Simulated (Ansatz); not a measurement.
The relaxed structure here is a generated cell of AlNi: the first start was made by placing the elements on the sites of a structure type, and the end was not matched to a known phase here, so it may be hypothetical. Known forms of AlNi include space group No. 221.

A relaxed cell of AlNi (P4/nmm (No. 129)), relaxed on a k-mesh at least as fine as the one used below. Calculation: r2SCAN (plane waves to 500 eV, PAW, scalar-relativistic; Ansatz, a program for electronic structure). Γ-centred k-mesh 11×11×6 on the run's cell (coarser than for final values), Fermi–Dirac smearing 0.05 eV.

```xyz
8
Lattice="6.1218 0.0000 0.0000 3.0609 3.0609 0.0000 0.0000 0.0000 5.2424" Properties=species:S:1:pos:R:3 pbc="T T T"
Al     1.5305     0.0000     3.4598
Al     4.5914     0.0000     3.4598
Al     6.1218     1.5305     1.7826
Al     3.0609     1.5305     1.7826
Ni     1.5305     0.0000     0.7474
Ni     4.5914     0.0000     0.7474
Ni     6.1218     1.5305     4.4951
Ni     3.0609     1.5305     4.4951
```

The atoms are displaced along an unstable phonon of this cell by (Å):

```
atom      ux      uy     uz
----  ------  ------  -----
Al1    0.010   0.139  0.000
Al2   -0.010  -0.139  0.000
Al3   -0.139  -0.010  0.000
Al4    0.139   0.010  0.000
Ni5    0.011   0.150  0.000
Ni6   -0.011  -0.150  0.000
Ni7   -0.150  -0.011  0.000
Ni8    0.150   0.011  0.000
```

Q: What forces (eV/Å) and pressure result?

A: 
| atom | Fx | Fy | Fz |
|---|---|---|---|
| Al1 | 0.01 | 0.00 | 0.04 |
| Al2 | -0.01 | 0.00 | 0.04 |
| Al3 | 0.00 | -0.01 | -0.04 |
| Al4 | 0.00 | 0.01 | -0.04 |
| Ni5 | 0.02 | 0.15 | -0.02 |
| Ni6 | -0.02 | -0.15 | -0.02 |
| Ni7 | -0.15 | -0.02 | 0.02 |
| Ni8 | 0.15 | 0.02 | 0.02 |

Pressure -0.4 GPa.

The undisplaced cell is probably no minimum: from this displacement the run went on to Pbcm (No. 57), 0.04 eV/atom below it.

No spin polarisation in the result: the starting moments vanished. A magnetic state may lie lower.
